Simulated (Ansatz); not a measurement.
TaCo₃:
```
TaCo3
1.0
    3.58935     0.00000     0.00000
    0.00000     3.58935     0.00000
    0.00000     0.00000     3.58935
Co Ta
3 1
Cartesian
  0.00000   1.79467   1.79467
  1.79467   0.00000   1.79467
  1.79467   1.79467   0.00000
  0.00000   0.00000   0.00000
```

Relaxed with PBEsol. Special points in fractions of this cell's reciprocal vectors: Γ (0.000, 0.000, 0.000); X (0.000, 0.500, 0.000); M (0.500, 0.500, 0.000); R (0.500, 0.500, 0.500).

Q: List the band energies nearest the Fermi level at these points for PBEsol with spin–orbit coupling in the plane-wave PAW code Ansatz.

A: In eV from the Fermi level; about four levels below and three above (degenerate sets whole), none deeper than 8.9 eV; points with the same levels are listed once.

```json
[
 {"k": "Γ", "below": "-0.22 -0.22 -0.22 -0.22", "above": "0.25 0.25 0.51 0.51"},
 {"k": "X", "below": "-0.74 -0.74 -0.04 -0.04", "above": "0.56 0.56 0.80 0.80"},
 {"k": "M", "below": "-0.68 -0.68 -0.48 -0.48", "above": "1.61 1.61 1.72 1.72"},
 {"k": "R", "below": "-0.39 -0.39 -0.01 -0.01", "above": "0.29 0.29 0.34 0.34 0.34 0.34"}
]
```

Space group Pm-3m (Cu3Au type). The workflow started from an entry of the Crystallography Open Database (COD), which files this formula under 2 space groups. Whether it is the stable phase at ambient conditions was not checked. Symmetry was held in the PBEsol relaxation; of distortions, only those at the zone centre were tested. The workflow began spin-polarised and lost its moments.

Potentials: the later of the program's two PAW sets.
